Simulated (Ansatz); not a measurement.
InP (zinc blende, space group No. 216), the program Ansatz at the PBE level (PAW). The conduction-band minimum lies at Γ, with 1 equivalent valley. Second derivatives d²E/dk² of the lowest band at one valley (eV·Å²), along Cartesian directions:

| direction | d²E/dk² |
|---|---|
| [100] | 209.6 |
| [010] | 209.6 |
| [001] | 209.6 |
| [110] | 209.4 |
| [101] | 209.4 |
| [011] | 209.4 |

Find the principal effective masses, the density-of-states mass and the conductivity mass.

Off-diagonal terms follow from H_xy = H[110] − (H_xx + H_yy)/2, and m*/mₑ = 7.620 eV·Å² over each eigenvalue: 0.036, 0.036, 0.036. One valley's DOS mass (m₁m₂m₃)^(1/3) = 0.036, conductivity mass 3/(Σ 1/mᵢ) = 0.036 mₑ.

What effective density of states Nc follows at 300 K for parabolic valleys?

Nc = 2.509e19 × 1 × (0.036)^(3/2) ≈ 1.7e17 cm⁻³.

Space group F-43m (zinc blende). The PBE relaxation kept the symmetry of its start; of distortions, only those at the zone centre were tested. Spin–orbit coupling is left out wherever it is not named.

Potentials: the later of the program's two PAW sets.

Edges and masses are those of Kohn–Sham bands, whose gap is no quasiparticle gap.
